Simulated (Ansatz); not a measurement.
## Y6Al4Pt13: field gradients at two levels of theory

Cell: a measured structure from the Crystallography Open Database (COD), its atoms then relaxed with PBE in this cell.

Space group Im-3m (No. 229); a = 9.4422 Å.

```
site  Wyckoff  site symmetry       x       y       z
   Y      12e           4m.m  0.2995  0.0000  0.0000
  Al       8c           .-3m  0.2500  0.2500  0.2500
Pt11      24h           m.m2  0.0000  0.3216  0.3216
Pt23       2a           m-3m  0.0000  0.0000  0.0000
```

One atom of each set is listed; the run and its k-mesh use a cell of 23 atoms with edges of 8.18, 8.18, 8.18 Å.

First run. All values are calculated (Ansatz; DFT, PBE, plane waves and PAW, scalar-relativistic, 420 eV cutoff, Γ-centred 5×5×5 k-points, Fermi–Dirac smearing 0.05 eV), not measured.

| site | V_zz (10²¹ V/m²) | η |
| --- | --- | --- |
| Y | 4.13 | 0.00 |
| Al | 4.63 | 0.00 |
| Pt11 | 29.7 | 0.33 |

Second run. The same atoms and settings, except that the functional is r2SCAN and the cutoff is 500 eV.

**Question.** Given the first result, estimate the second.

**Answer.** 

```
site  V_zz     η  change of V_zz
   Y  4.57  0.00           +0.44
  Al  4.54  0.00           -0.09
Pt11  33.9  0.27           +4.16
```

The largest change of V_zz is on Pt11, from 29.7 to 33.9. In per cent, |V_zz| changes by +11 on Y, -2 on Al, +14 on Pt (all sites that start above 2). Sites without a gradient aren't listed.

The run finds no gap above 0.1 eV (a metal, or nearly one), so the gradients can move by 10 % or more with the k-mesh. Spin–orbit coupling is left out, which shifts gradients on Pt by a few per cent in wide-gap crystals, and can shift them far more where the calculated gap is small or absent, as here.
For the first run: At this cell the principal stresses reach 5 GPa in size with PBE, which can matter for small gradients.
For the second run: With these PAW files V_zz is typically within 2 to 3 % of all-electron values, but misses above 10 % occur on Al, Pt.
